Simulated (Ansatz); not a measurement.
Polymorphs of TaGe$_{2}$, each relaxed with PBE (plane waves, PAW; program Ansatz):

A: P6/mmm, a = b = 4.6778 Å, c = 2.7255 Å, α = β = 90.00°, γ = 120.00°

B: I4/mcm, a = b = 6.356 Å, c = 5.440 Å, α = β = γ = 90.00°

C: MoSi2 or CaC2 type (I4/mmm), a = b = 3.399 Å, c = 8.548 Å, α = β = γ = 90.00°

D: fluorite (Fm-3m), a = 6.275 Å, b = 6.275 Å, c = 6.275 Å, α = 90.00°, β = 90.00°, γ = 90.00°

**Question.** Rank these by energy per atom at 0 K (lowest first), as PBE gives it.

**Answer.** C (+0 meV/atom), B (+180 meV/atom), A (+415 meV/atom), D (+644 meV/atom)

Constructed cells (a structure type filled with these elements, in neither database checked): A; B; C; D. All cells were relaxed under the symmetry of their starts (and spin orders); stability against distortions was not tested throughout. Rows with no word on spin ran without spin polarisation. Scalar-relativistic: spin–orbit coupling is off unless named, which matters more the heavier the elements.

Energies hold the estimated change up to a 700 eV cutoff; steps of a few meV lie near the error of the meshes.

Potentials: the later of the program's two PAW sets.
